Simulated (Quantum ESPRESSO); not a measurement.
## Zn3Zr2W2Au (input and log of a self-consistent run)

Simulated, not a measurement. The program is pw.x of Quantum ESPRESSO 7.5 (plane-wave density functional theory). The cell is made up: eight metal atoms on a face-centred cubic lattice, with elements, volume, strain and displacements drawn at random and not relaxed, so it may be unstable or far from any real phase. PseudoDojo standard norm-conserving files set the functional (PBE unless stated); there is no spin polarisation or spin-orbit coupling, the Fermi-Dirac width of 0.25 eV means electrons at about 2900 K, and the masses in the input are unused placeholders. Heavy elements are run without spin-orbit coupling, which real alloys of them have. A spin test at this wide smearing found no moment, but such smearing suppresses magnetism that the real alloy may have.

Input:

```
&control calculation='scf', pseudo_dir='./dojo.nc.sr.pbe.v0_5.standard.upf', outdir='./o', disk_io='medium', tprnfor=.true., tstress=.true. /
&system ibrav=0, nat=8, ntyp=4, nbnd=79, ecutwfc=84.00895049, nosym=.true., tot_charge=0,
 occupations='smearing', smearing='fd', degauss=0.0183746611
/
&electrons conv_thr=1.470e-08, electron_maxstep=70, mixing_beta=0.5 /
ATOMIC_SPECIES
Au 1.0 Au.upf
W 1.0 W.upf
Zn 1.0 Zn.upf
Zr 1.0 Zr.upf
CELL_PARAMETERS angstrom
0.0291 2.1054 2.0525
-4.1591 4.1987 -4.1509
-4.1232 -4.2389 4.0748
ATOMIC_POSITIONS angstrom
Zn -0.0014 -0.0044 0.013
Zn -4.0741 -2.102 2.0028
Zr -4.1632 -0.0957 -0.0534
Zr -4.1676 2.0433 -1.9893
Zn -2.077 0.0142 2.0058
W -2.0364 2.1059 0.0194
Au -6.2158 0.0458 2.0542
W -6.2528 2.1651 0.0271
K_POINTS automatic
8 4 4 1 1 1
```

The log is shortened where brackets say so; the opening notice, blank lines, dates and the lines on written files are dropped, and the path of the files is cut. It prints rydbergs, bohrs and kilobars, and counts compression as positive stress. Its total energy is the free energy E - TS of the whole cell.

```
     Program PWSCF v.7.5
     Parallel version (MPI & OpenMP), running on       1 processor cores
     Number of MPI processes:                 1
     Threads/MPI process:                     1
     [start-up lines left out]
     bravais-lattice index     =            0
     lattice parameter (alat)  =       5.5567  a.u.
     unit-cell volume          =     967.8438 (a.u.)^3
     number of atoms/cell      =            8
     number of atomic types    =            4
     number of electrons       =       131.00
     number of Kohn-Sham states=           79
     kinetic-energy cutoff     =      84.0090  Ry
     charge density cutoff     =     336.0358  Ry
     scf convergence threshold =      1.5E-08
     mixing beta               =       0.5000
     number of iterations used =            8  plain     mixing
     Exchange-correlation= PBE
                           (   1   4   3   4   0   0   0)
     [axes and pseudopotential details left out]
   Cartesian axes
     site n.     atom                  positions (alat units)
         1        Zn     tau(   1) = (  -0.0004761  -0.0014964   0.0044211  )
         2        Zn     tau(   2) = (  -1.3855309  -0.7148538   0.6811176  )
         3        Zr     tau(   3) = (  -1.4158323  -0.0325459  -0.0181604  )
         4        Zr     tau(   4) = (  -1.4173287   0.6948910  -0.6765265  )
         5        Zn     tau(   5) = (  -0.7063518   0.0048292   0.6821379  )
         6        W      tau(   6) = (  -0.6925444   0.7161802   0.0065976  )
         7        Au     tau(   7) = (  -2.1138861   0.0155758   0.6985979  )
         8        W      tau(   8) = (  -2.1264691   0.7363131   0.0092162  )
     number of k points=    64  Fermi-Dirac smearing, width (Ry)=  0.0184
                       cart. coord. in units 2pi/alat
        k(    1) = (  -0.0893903   0.0440725   0.0455980), wk =   0.0312500
        k(    2) = (  -0.1783564   0.0009365   0.0911071), wk =   0.0312500
     [further k points left out]
     Dense  grid:   100685 G-vectors     FFT dimensions: (  36,  80,  80)
     Estimated max dynamical RAM per process >     192.62 MB
     Initial potential from superposition of free atoms
     starting charge     130.9937, renormalised to     131.0000
     Starting wfcs are   80 randomized atomic wfcs
     total cpu time spent up to now is       38.0 secs
     per-process dynamical memory:   106.2 Mb
     Self-consistent Calculation
     iteration #  1     ecut=    84.01 Ry     beta= 0.50
     Davidson diagonalization with overlap
     ethr =  1.00E-02,  avg # of iterations =  4.4
     total cpu time spent up to now is      152.6 secs
     total energy              =   -2054.12700112 Ry
     estimated scf accuracy    <       3.92375295 Ry
     iteration #  2     ecut=    84.01 Ry     beta= 0.50
     Davidson diagonalization with overlap
     ethr =  3.00E-03,  avg # of iterations =  3.8
     total cpu time spent up to now is      266.3 secs
     total energy              =   -2054.30486502 Ry
     estimated scf accuracy    <      20.25976414 Ry
     iteration #  3     ecut=    84.01 Ry     beta= 0.50
     Davidson diagonalization with overlap
     ethr =  3.00E-03,  avg # of iterations =  3.4
     total cpu time spent up to now is      362.0 secs
     total energy              =   -2056.37892546 Ry
     estimated scf accuracy    <       0.50470249 Ry
     iteration #  4     ecut=    84.01 Ry     beta= 0.50
     Davidson diagonalization with overlap
     ethr =  3.85E-04,  avg # of iterations =  6.4
     total cpu time spent up to now is      484.8 secs
     total energy              =   -2056.39968394 Ry
     estimated scf accuracy    <       0.41946747 Ry
     iteration #  5     ecut=    84.01 Ry     beta= 0.50
     Davidson diagonalization with overlap
     ethr =  3.20E-04,  avg # of iterations =  2.0
     total cpu time spent up to now is      594.3 secs
     total energy              =   -2056.42477517 Ry
     estimated scf accuracy    <       0.14696171 Ry
     [iterations 6 to 12 left out]
     iteration # 13     ecut=    84.01 Ry     beta= 0.50
     Davidson diagonalization with overlap
     ethr =  1.29E-09,  avg # of iterations =  5.2
     total cpu time spent up to now is     1604.9 secs
     total energy              =   -2056.43770414 Ry
     estimated scf accuracy    <       0.00000070 Ry
     iteration # 14     ecut=    84.01 Ry     beta= 0.50
     Davidson diagonalization with overlap
     ethr =  5.33E-10,  avg # of iterations =  2.0
     total cpu time spent up to now is     1740.5 secs
     total energy              =   -2056.43770421 Ry
     estimated scf accuracy    <       0.00000031 Ry
     iteration # 15     ecut=    84.01 Ry     beta= 0.50
     Davidson diagonalization with overlap
     ethr =  2.37E-10,  avg # of iterations =  2.0
     total cpu time spent up to now is     1863.9 secs
     total energy              =   -2056.43770420 Ry
     estimated scf accuracy    <       0.00000117 Ry
     iteration # 16     ecut=    84.01 Ry     beta= 0.50
     Davidson diagonalization with overlap
     ethr =  2.37E-10,  avg # of iterations =  2.0
     total cpu time spent up to now is     1987.9 secs
     total energy              =   -2056.43770428 Ry
     estimated scf accuracy    <       0.00000006 Ry
     iteration # 17     ecut=    84.01 Ry     beta= 0.50
     Davidson diagonalization with overlap
     ethr =  4.61E-11,  avg # of iterations =  2.0
     total cpu time spent up to now is     2117.8 secs
     End of self-consistent calculation
     [lines on levels left out]
!    total energy              =   -2056.43770428 Ry
     estimated scf accuracy    <          3.9E-09 Ry
     smearing contrib. (-TS)   =      -0.10634775 Ry
     internal energy E=F+TS    =   -2056.33135653 Ry
     The total energy is F=E-TS. E is the sum of the following terms:
     one-electron contribution =   -1107.60150873 Ry
     hartree contribution      =     607.30665563 Ry
     xc contribution           =    -293.05192296 Ry
     ewald contribution        =   -1262.98458047 Ry
     convergence has been achieved in  17 iterations
     Forces acting on atoms (cartesian axes, Ry/au):
     atom    1 type  3   force =    -0.00412722    0.01359848   -0.00525141
     atom    2 type  3   force =    -0.00752080   -0.01751900    0.02089574
     atom    3 type  4   force =     0.00603075   -0.00724653    0.00481975
     atom    4 type  4   force =    -0.00519539    0.03795350   -0.01996266
     atom    5 type  3   force =     0.01276178   -0.00716620    0.00537910
     atom    6 type  2   force =     0.04806213   -0.00858380    0.00926159
     atom    7 type  1   force =    -0.00782925   -0.01374894    0.00060184
     atom    8 type  2   force =    -0.04218201    0.00271249   -0.01574395
     Total force =     0.089474     Total SCF correction =     0.000434
     Computing stress (Cartesian axis) and pressure
          total   stress  (Ry/bohr**3)                   (kbar)     P=       -5.95
  -0.00000736  -0.00002835  -0.00004832           -1.08       -4.17       -7.11
  -0.00002835  -0.00000050  -0.00019000           -4.17       -0.07      -27.95
  -0.00004832  -0.00019000  -0.00011352           -7.11      -27.95      -16.70
     init_run     :     34.23s CPU     37.92s WALL (       1 calls)
     electrons    :   1962.05s CPU   2079.80s WALL (       1 calls)
     forces       :     20.93s CPU     21.22s WALL (       1 calls)
     stress       :     70.66s CPU     72.42s WALL (       1 calls)
     [timing details left out]
     PWSCF        :  34m48.73s CPU  36m57.67s WALL
     JOB DONE.
```

In other units: free energy -27979.260 eV for the cell, pressure -0.60 GPa, largest force component 1.236 eV/Å in size. The run took 2219 s of wall time with one process on a shared machine (AMD EPYC, Zen 5, virtual cores), so the time is rough. A rerun of this cell at a higher cutoff and on a denser mesh moved values by no more than 0.006 eV in energy, 0.05 GPa in stress and 0.012 eV/Å in force, and a second program with other atomic files agreed on that cell to 2 % rms in force and 0.5 GPa in pressure.